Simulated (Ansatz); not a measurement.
The start is a relaxed TiC cell, doubled along one cell vector, shaken by Gaussian noise of σ = 0.08 Å a coordinate. A full variable-cell relaxation at zero pressure is run with r2SCAN (plane waves to 500 eV, PAW, scalar-relativistic; Ansatz, an electronic-structure program). The first steps use a coarse 5×9×8 k-mesh.

The start:
```
TiC
1.0
    5.17511     0.00000     0.00000
    0.00000     2.58756     0.00000
    0.00000     0.00000     2.93406
C Ti
2 2
Direct
  0.26581   0.48639   0.51133
  0.74739   0.49976   0.50361
  0.98999   0.96366   0.96104
  0.49651   0.97828   0.99868
```

| Quantity | Value |
|---|---|
| Largest initial force | about 1.1 eV/Å, on Ti4 (atoms numbered as listed) |
| Energy released | 1.08 eV/atom |
| Volume change | +3.0 %, from 9.82 to 10.12 Å³/atom |
| Relative to the parent | It does not go back: it reaches P6₃/mmc (No. 194), NiAs type, 1.07 eV/atom below the parent |
| Shortest distances (start → end) | The closest pairs of elements (up to four, under 3.6 Å), start → end: C–Ti 2.20 → 2.17 Å; C–C 2.49 → 2.36 Å; Ti–Ti 2.56 → 2.98 Å |
| Band gap at the end | no gap (metallic) |
| Optimiser moves | 21 |

It ends as:

```cif
data_C2Ti2
_chemical_formula_sum 'C2 Ti2'
_space_group_name_H-M_alt 'P63/mmc'
_space_group_IT_number 194
_space_group_name_Hall '-P 6c 2c'
_cell_length_a 3.14537
_cell_length_b 3.14537
_cell_length_c 4.72437
_cell_angle_alpha 90.000
_cell_angle_beta 90.000
_cell_angle_gamma 120.000
loop_
_atom_site_label
_atom_site_type_symbol
_atom_site_symmetry_multiplicity
_atom_site_Wyckoff_symbol
_atom_site_fract_x
_atom_site_fract_y
_atom_site_fract_z
_atom_site_occupancy
C1 C 2 a 0.00000 0.00000 0.00000 1
Ti1 Ti 2 c 0.33333 0.66667 0.25000 1
```

Final values are on a 17×17×10 k-mesh of the relaxed cell. No spin polarisation in the result.

The relaxed structure here is a generated cell of TiC: the first start was made by placing the elements on the sites of a structure type, and the end was not matched to a known phase here, so it may be hypothetical. Known forms of TiC include space group No. 225.
